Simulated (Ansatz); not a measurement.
Input:

Au:
```cif
data_Au4
_chemical_formula_sum 'Au4'
_space_group_name_H-M_alt 'Fm-3m'
_space_group_IT_number 225
_space_group_name_Hall '-F 4 2 3'
_cell_length_a 4.04634
_cell_length_b 4.04634
_cell_length_c 4.04634
_cell_angle_alpha 90.000
_cell_angle_beta 90.000
_cell_angle_gamma 90.000
loop_
_atom_site_label
_atom_site_type_symbol
_atom_site_symmetry_multiplicity
_atom_site_Wyckoff_symbol
_atom_site_fract_x
_atom_site_fract_y
_atom_site_fract_z
_atom_site_occupancy
Au1 Au 4 a 0.00000 0.00000 0.00000 1
```
(The calculation used a cell of 1 atom; values per cell refer to that cell.)

This is the LDA-relaxed structure.

Problem. All from plane-wave PAW LDA (Ansatz code), unless another level is named. Predict the vibrational entropy at 300 K.

Solution. 47.4 J/(K·mol of atoms).

Problem. Predict the Poisson's ratio.

Solution. 0.44.

Problem. Predict the zero-point energy.

Solution. 17.3 meV/atom.

The LDA relaxation kept the symmetry of its start; phonons on a q-mesh show no instability. Spin–orbit coupling is left out wherever it is not named.

Potentials: the earlier of the program's two PAW sets.
